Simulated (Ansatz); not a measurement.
In2Au (cubic Laves (MgCu2 type)), relaxed with PBE (Ansatz, a program for electronic structure, plane waves, PAW): a = 8.5193 Å, b = 8.5193 Å, c = 8.5193 Å, α = 90.00°, β = 90.00°, γ = 90.00°.

ΔH_f (eV/atom): 0.29
B₀ by P(V) fit (GPa): 37.8

The same phase is relaxed and computed with r²SCAN in the same code. What are the cell and these values now?

a = 8.4209 Å, b = 8.4209 Å, c = 8.4209 Å, α = 90.00°, β = 90.00°, γ = 90.00°.

ΔH_f (eV/atom): 0.33
B₀ by P(V) fit (GPa): 44.2

Constructed cells (a structure type filled with these elements, in neither database checked): In2Au, cubic Laves (MgCu2 type). All cells were relaxed under the symmetry of their starts (and spin orders); stability against distortions was not tested throughout. Spin–orbit coupling is left out wherever it is not named.

Potentials: the earlier of the program's two PAW sets.

Ansatz is a plane-wave DFT program.

Formation energies count from the lowest solids of the elements computed at the same level, not from gases.
